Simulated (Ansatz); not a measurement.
Mg₃BH₃O₆ — coordination and ¹⁷O quadrupole coupling

Cell: a computed structure from the Materials Project (it need not be an observed phase), its atoms then relaxed with PBE in this cell.

Space group P6_3/m (No. 176); a = 9.1164, c = 3.2062 Å, γ = 120.00°.

```csv
site,Wyckoff,site symmetry,x,y,z
Mg,6h,m..,0.6236,0.6571,0.7500
B,2c,-6..,0.3333,0.6667,0.2500
H,6h,m..,0.1679,0.1716,0.7500
O15,6h,m..,0.3987,0.8423,0.2500
O17,6h,m..,0.9149,0.2069,0.2500
```

One atom of each set is listed.

Computed with Ansatz: DFT, PBE, plane waves and PAW, scalar-relativistic, 420 eV cutoff, Γ-centred 3×3×7 k-points, Fermi–Dirac smearing 0.02 eV.

Q(¹⁷O) = -25.58 mb.

Problem. Rank these O sites by |C_Q|, smallest first.
A. O17: 1 H at 0.97 Å, 3 Mg at 2.08–2.11 Å
B. O15: 1 B at 1.40 Å, 3 Mg at 2.12–2.17 Å

Solution. B (4.34 MHz, η = 0.84), A (8.21 MHz, η = 0.01).

At O17 V_zz points along its shortest bond, to H (within 3°). Like point charges on the first shell alone (each adding as 1/d³) would give the same order.
